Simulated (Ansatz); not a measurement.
Given:

TePb:
```
CELL_PARAMETERS angstrom
      0.00000     3.22171     3.22171
      3.22171     0.00000     3.22171
      3.22171     3.22171     0.00000
ATOMIC_POSITIONS crystal
  Te 0.00000 0.00000 0.00000
  Pb 0.50000 0.50000 0.50000
```

This is the PBEsol-relaxed structure.

**Question.** All from plane-wave PAW PBEsol (Ansatz code), unless another level is named. Estimate the Born charges (a third of the trace).

**Answer.** Te -5.88, Pb +5.88 e.

**Question.** Give the electronic dielectric constant ε∞ (DFPT).

**Answer.** 30.2.

Space group Fm-3m (rock salt). The cell was relaxed with PBEsol under the symmetry of its start. Scalar-relativistic: spin–orbit coupling is off unless named, which matters more the heavier the elements.

Potentials: the earlier of the program's two PAW sets. The files were generated under PBE; for other functionals the program regenerates the frozen cores, and for LDA and PBEsol the local potential too.
